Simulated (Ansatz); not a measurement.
What a trial cell of Si2F3 relaxes into

The calculation used DFT PBE, scalar-relativistic, plane waves, PAW in Ansatz 0.2.0. Cutoff 420 eV, Gaussian smearing, Γ-centred meshes. Cell and atoms relax first on a coarse mesh and then on a finer one. In between, the cell is made exact in the group found at 0.06 Å. In metals the finer mesh still leaves noise of several meV/atom or more. The steps can't lower the symmetry of their start. Collinear spin is switched on along the way, since trial moments persisted in a coarse test.

The cell of Si2F3 is invented: random cell by space group and Wyckoff sites (Pm-3m, No. 221). The dimensions are guesses.

```xyz
5
Lattice="4.2595 0.0000 0.0000 0.0000 4.2595 0.0000 0.0000 0.0000 4.2595" Properties=species:S:1:pos:R:3 pbc="T T T"
Si    0.0000    0.0000    0.0000
Si    2.1297    2.1297    2.1297
F     0.0000    2.1297    2.1297
F     2.1297    0.0000    2.1297
F     2.1297    2.1297    0.0000
```

The zero of energy is the elements' standard structures at the same level (F₂ as a molecule); no fitted shifts are applied.

**Question.** Describe the relaxed structure.

**Answer.** The symmetry stays Pm-3m (No. 221). The volume per atom shrinks by 0.9 %, from 15.5 to 15.3 Å³. The shortest distance goes from 2.13 Å (Si–F) to 2.12 Å (Si–F). Conventional cell: a = 4.246 Å. Si on its first site has 12 F at 3.00 Å (long against covalent radii, as for large ions); around Si on its second site lie 6 F at 2.12 Å; F has 2 Si at 2.12 Å, 4 Si at 3.00 Å and 8 F at 3.00 Å.

```
Si F
1.0
     4.24602    0.00000    0.00000
     0.00000    4.24602    0.00000
     0.00000    0.00000    4.24602
Si F
2 3
Direct
  0.00000 0.00000 0.00000
  0.50000 0.50000 0.50000
  0.00000 0.50000 0.50000
  0.50000 0.00000 0.50000
  0.50000 0.50000 0.00000
```

**Question.** Give its energy and gap.

**Answer.**

* Energy over the elements: −0.89 eV/atom
* Gap on the 10×10×10 mesh of the 5-atom cell: 0 eV (a metal)
* Net moment per atom: 0.22 μB
* Moment by site: Si 0.6 μB

The last run used collinear spin and Gaussian smearing of 0.10 eV. Another magnetic order may lie lower. Symmetry constrained the relaxation, so the result can be a saddle point. Another cell of Si2F3 relaxed alike but without spin, in P6/mmm, lies 0.40 eV/atom lower, so this cell isn't the stable form at this level. Site moments count only spheres around the atoms; the net moment includes the space between them.
